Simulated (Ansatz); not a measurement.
CdHgSe₂:
Space group P-4m2 (No. 115); a = b = 4.361 Å, c = 6.141 Å, α = β = γ = 90.00°

```json
[
 {"atom": "Cd", "site": "1c", "symmetry": "-4m2", "x": "0.5000", "y": "0.5000", "z": "0.5000"},
 {"atom": "Hg", "site": "1a", "symmetry": "-4m2", "x": "0.0000", "y": "0.0000", "z": "0.0000"},
 {"atom": "Se", "site": "2g", "symmetry": "2mm.", "x": "0.0000", "y": "0.5000", "z": "0.2530"}
]
```

Relaxed with r²SCAN.

Q: Which orbitals make up the states near the band edges in DFT-r²SCAN in the program Ansatz with PAW potentials?

A: Top 1 eV of the valence band: Se 4p 87 %, Hg 5d 7 %. Bottom 1 eV of the conduction band: Se 4p 34 %, Hg 6s 28 %, Cd 5s 21 %, Se 4s 13 %. Projections are on Löwdin-orthogonalised atomic valence shells; empty p or d shells of many metals are not among them.

Q: Tabulate the density of states.

A: States/eV per cell of 4 atoms, in 0.25 eV bins, energy from the valence-band maximum.

| E (eV) | total | Se 4p | Hg 5d | Cd 4d |
|---|---|---|---|---|
| -7.85 | 7.21 | 0.11 | 0.17 | 6.77 |
| -7.60 | 0.00 | 0.00 | 0.00 | 0.00 |
| -7.35 | 0.00 | 0.00 | 0.00 | 0.00 |
| -7.10 | 0.00 | 0.00 | 0.00 | 0.00 |
| -6.85 | 0.00 | 0.00 | 0.00 | 0.00 |
| -6.60 | 14.63 | 1.32 | 12.96 | 0.13 |
| -6.35 | 13.93 | 0.68 | 12.82 | 0.17 |
| -6.10 | 11.44 | 0.26 | 10.64 | 0.19 |
| -5.85 | 0.00 | 0.00 | 0.00 | 0.00 |
| -5.60 | 0.00 | 0.00 | 0.00 | 0.00 |
| -5.35 | 0.00 | 0.00 | 0.00 | 0.00 |
| -5.10 | 0.02 | 0.01 | 0.00 | 0.00 |
| -4.85 | 1.52 | 0.81 | 0.08 | 0.02 |
| -4.60 | 4.12 | 2.17 | 0.17 | 0.07 |
| -4.35 | 1.62 | 0.88 | 0.09 | 0.03 |
| -4.10 | 1.88 | 1.12 | 0.09 | 0.03 |
| -3.85 | 1.75 | 1.01 | 0.12 | 0.03 |
| -3.60 | 1.40 | 0.80 | 0.11 | 0.03 |
| -3.35 | 0.90 | 0.52 | 0.07 | 0.02 |
| -3.10 | 0.69 | 0.41 | 0.05 | 0.02 |
| -2.85 | 0.60 | 0.37 | 0.04 | 0.02 |
| -2.60 | 1.01 | 0.78 | 0.05 | 0.02 |
| -2.35 | 3.76 | 3.19 | 0.18 | 0.06 |
| -2.10 | 3.61 | 3.08 | 0.16 | 0.07 |
| -1.85 | 4.36 | 3.78 | 0.21 | 0.07 |
| -1.60 | 4.65 | 4.03 | 0.22 | 0.09 |
| -1.35 | 4.43 | 3.85 | 0.21 | 0.10 |
| -1.10 | 3.64 | 3.18 | 0.19 | 0.08 |
| -0.85 | 3.56 | 3.10 | 0.23 | 0.06 |
| -0.60 | 2.71 | 2.37 | 0.18 | 0.05 |
| -0.35 | 1.35 | 1.19 | 0.09 | 0.03 |
| -0.10 | 0.43 | 0.38 | 0.03 | 0.01 |
| 0.15 | 0.00 | 0.00 | 0.00 | 0.00 |
| 0.40 | 0.00 | 0.00 | 0.00 | 0.00 |
| 0.65 | 0.01 | 0.00 | 0.00 | 0.00 |
| 0.90 | 0.03 | 0.01 | 0.00 | 0.00 |
| 1.15 | 0.08 | 0.03 | 0.00 | 0.00 |
| 1.40 | 0.13 | 0.05 | 0.00 | 0.00 |
| 1.65 | 0.22 | 0.08 | 0.00 | 0.00 |
| 1.90 | 0.57 | 0.20 | 0.00 | 0.00 |
| 2.15 | 1.10 | 0.38 | 0.00 | 0.00 |
| 2.40 | 1.21 | 0.44 | 0.00 | 0.00 |
| 2.65 | 1.18 | 0.45 | 0.00 | 0.00 |
| 2.90 | 1.31 | 0.48 | 0.00 | 0.00 |
| 3.15 | 2.04 | 0.76 | 0.00 | 0.00 |
| 3.40 | 1.18 | 0.36 | 0.00 | 0.00 |
| 3.65 | 1.98 | 0.49 | 0.00 | 0.00 |
| 3.90 | 2.59 | 0.55 | 0.01 | 0.00 |
| 4.15 | 2.54 | 0.49 | 0.00 | 0.00 |
| 4.40 | 1.20 | 0.20 | 0.00 | 0.00 |
| 4.65 | 1.19 | 0.19 | 0.00 | 0.00 |
| 4.90 | 1.57 | 0.20 | 0.00 | 0.00 |

The workflow started from a Materials Project entry (that database holds measured and hypothetical structures alike); the Crystallography Open Database copy checked does not list it. With Cd and Hg taken as one species the cell has the higher symmetry F-43m, so it may be an ordered model of a mixed-site phase. Its standing as an ambient phase is unchecked. The r²SCAN relaxation kept the symmetry of its start; its stability against distortions is not shown here. Spin–orbit coupling is left out wherever it is not named.

Potentials: the later of the program's two PAW sets.
